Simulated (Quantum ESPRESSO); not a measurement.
Field gradients of ZnS from the PAW reconstruction of the field gradient on a scalar-relativistic PBE ground state (a modified build of Quantum ESPRESSO, JTH datasets). The input of pw.x:

```
&CONTROL
  calculation = 'scf'
  prefix = 'x'
  pseudo_dir = './pseudo'
  outdir = './out'
  tprnfor = .true.
/
&SYSTEM
  ibrav = 0
  nat = 4
  ntyp = 2
  ecutwfc = 40
  ecutrho = 160
  occupations = 'fixed'
  nbnd = 22
/
&ELECTRONS
  conv_thr = 1e-11
/
ATOMIC_SPECIES
Zn 65.380 Zn.GGA_PBE-JTH.UPF
S 32.060 S.GGA_PBE-JTH.UPF
CELL_PARAMETERS angstrom
    3.805799791408     0.000000000000     0.000000000000
   -1.902899895704     3.295919301077     0.000000000000
    0.000000000000     0.000000000000     6.237980000000
ATOMIC_POSITIONS crystal
Zn     0.333333000000     0.666667000000     0.000140000000
Zn     0.666666333333     0.333333666667     0.500140000000
S      0.333333000000     0.666667000000     0.368447667803
S      0.666666333333     0.333333666667     0.868447667803
K_POINTS automatic
7 7 4 0 0 0
```
The cell was made here from a computed Materials Project entry: S3 and its equivalents moved by 0.04 Å along (0.00, 0.00, -1.00), space group kept. The parent is ZnS in P6₃mc. Stability against distortions was not tested.

Vzz is the sum of three terms, each taken along its main axis: the smooth valence density, the ions (nucleus and frozen core) with the augmentation charges of all other spheres, and the all-electron minus smooth density in the atom's own sphere. The split hangs on the datasets.  Cores are frozen. Against all-electron runs on small test molecules, this scheme's |Vzz| missed by +4 % on Zn, −3 % on S.

| site | smooth valence density | ions and other spheres | own sphere | Vzz (a.u.) |
|---|---|---|---|---|
| Zn (atoms 1, 2) | -0.021 | 0.021 | [?] | [?] |
| S (atoms 3, 4) | -0.011 | 0.014 | [?] | [?] |

### Question
Fill in the missing entries.

### Answer

- Zn (atoms 1, 2), own sphere: -0.116
- Zn (atoms 1, 2), Vzz (a.u.): -0.116
- S (atoms 3, 4), own sphere: 0.067
- S (atoms 3, 4), Vzz (a.u.): 0.071
